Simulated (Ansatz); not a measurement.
Be3Al:
```
Be3Al
1.0
    3.46686     0.00000     0.00000
    0.00000     3.46686     0.00000
    0.00000     0.00000     3.46686
Be Al
3 1
Direct
  0.00000   0.50000   0.50000
  0.50000   0.50000   0.00000
  0.50000   0.00000   0.50000
  0.00000   0.00000   0.00000
```

Relaxed with PBEsol. Special points in fractions of this cell's reciprocal vectors: Γ (0.000, 0.000, 0.000); X (0.000, 0.500, 0.000); M (0.500, 0.500, 0.000); R (0.500, 0.500, 0.500).

Q: List the band energies nearest the Fermi level at these points for DFT-PBEsol in the program Ansatz with PAW potentials.

A: In eV from the Fermi level; about four levels below and three above (degenerate sets whole), none deeper than 8.9 eV; points with the same levels are listed once.

```csv
k,below,above
Γ,-2.26 -2.26 -2.26,1.55 1.55 2.55
X,-8.02,0.39 0.39 0.87 0.87
M,-6.67 -5.77 -5.77 -5.42,2.86 2.86 3.93
R,-2.23 -1.24 -1.24 -1.24,12.92 12.92 12.92
```

Space group Pm-3m (Cu3Au type). A made-up cell: these elements were put on the sites of a structure type; neither database checked (COD, Materials Project) lists it. Its standing as an ambient phase is unchecked. The cell was relaxed with PBEsol under the symmetry of its start; whether a distortion lowers the energy is not shown.

Potentials: the earlier of the program's two PAW sets. The files were generated under PBE; for other functionals the program regenerates the frozen cores, and for LDA and PBEsol the local potential too.
